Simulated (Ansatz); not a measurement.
GaN (zinc blende)

```
GaN
1.0
    0.00000     2.24896     2.24896
    2.24896     0.00000     2.24896
    2.24896     2.24896     0.00000
N Ga
1 1
Direct
  0.75000   0.75000   0.75000
  0.00000   0.00000   0.00000
```

Two coordinates are scanned: the volume, and the ratio of the stretch along z (the conventional c axis) to the stretch across it. Atoms keep their fractional coordinates.

Computed with r2SCAN (plane waves to 500 eV, PAW, scalar-relativistic; Ansatz, an electronic-structure program). k mesh 13×13×13 (Γ-centred), Fermi-Dirac smearing 0.05 eV. Compression counts positive. GaN was relaxed with its symmetry unable to fall.

At one point of the scan the stress tensor (GPa) is:

```
    4.1      0.0      0.0
    0.0      4.1      0.0
    0.0      0.0      4.1
```

Problem. Which point is it?
A) V/V₀ = 0.980, (c/a)/(c/a)₀ = 1.000
B) V/V₀ = 0.960, (c/a)/(c/a)₀ = 0.980
C) V/V₀ = 0.960, (c/a)/(c/a)₀ = 0.960
D) V/V₀ = 0.960, (c/a)/(c/a)₀ = 1.020

Solution. A, V/V₀ = 0.980, (c/a)/(c/a)₀ = 1.000

(A scan under strain: stresses follow from slopes of the energy per volume, elastic moduli from its curvatures.)
